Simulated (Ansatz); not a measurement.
BN (h-BN type, space group P6_3/mmc): map of one atom of the cell

Starting cell, BN (h-BN type, space group P6_3/mmc):

```
BN
1.0
    2.50046     0.00000     0.00000
   -1.25023     2.16546     0.00000
    0.00000     0.00000     6.41170
B N
2 2
Direct
  0.33333   0.66667   0.25000
  0.66667   0.33333   0.75000
  0.33333   0.66667   0.75000
  0.66667   0.33333   0.25000
```

Two-dimensional scan of atom 4 (N, nearest neighbour B at 1.444 Å; its periodic images, 2.5 Å or more away, move with it): u runs along (0.707, 0.707, 0.000), v along (0.000, 0.000, 1.000) (Cartesian). Cell and other atoms are fixed.

These are PBEsol-D3(BJ) (plane waves to 420 eV, PAW, scalar-relativistic; Ansatz, a first-principles code) values and carry that method's errors. k mesh 12×12×4 (Γ-centred), Fermi-Dirac smearing 0.05 eV. Energies are smeared free energies. Points where atoms come too close for the PAW data are left out (x in tables, blank in figures). Fu and Fv are the components of the force on the atom. BN was relaxed with its symmetry unable to fall. The zero of ΔE is the undisplaced structure. Axes are in Å.

ΔE (meV/cell), with u across and v down:

```
v \ u   -0.360  -0.240  -0.120  0.000  0.120  0.240  0.360
------  ------  ------  ------  -----  -----  -----  -----
-0.360    2392    1637    1090    881   1132   1992      x
-0.240    2164    1275     633    388    682   1697      x
-0.120    2052    1072     366     96    419   1540      x
0.000     2020    1008     278      0    333   1491      x
0.120     2052    1072     366     96    419   1540      x
0.240     2164    1275     633    388    682   1697      x
0.360     2392    1637    1090    881   1132   1992      x
```

Fv (eV/Å), with u across and v down:

| v \ u | -0.360 | -0.240 | -0.120 | 0.000 | 0.120 | 0.240 | 0.360 |
|---|---|---|---|---|---|---|---|
| -0.360 | 2.51 | 3.75 | 4.63 | 4.96 | 4.56 | 3.14 | x |
| -0.240 | 1.35 | 2.32 | 3.00 | 3.26 | 2.95 | 1.83 | x |
| -0.120 | 0.56 | 1.09 | 1.47 | 1.61 | 1.44 | 0.83 | x |
| 0.000 | 0.00 | 0.00 | 0.00 | 0.00 | 0.00 | 0.00 | x |
| 0.120 | -0.56 | -1.09 | -1.47 | -1.61 | -1.44 | -0.83 | x |
| 0.240 | -1.35 | -2.32 | -3.00 | -3.26 | -2.95 | -1.83 | x |
| 0.360 | -2.51 | -3.75 | -4.63 | -4.96 | -4.56 | -3.14 | x |

Summary:

Principal force constants in the plane (five-point differences of the forces): 13.4 and 42.0 eV/Å². Softest direction at the centre: along v. Centre of the map: a minimum. Lowest place on the grid: u = 0.000 Å, v = 0.000 Å (0 meV/cell).

(A displaced cell: forces are minus the slopes of the energy, force constants its curvatures, and phonons follow from these.)
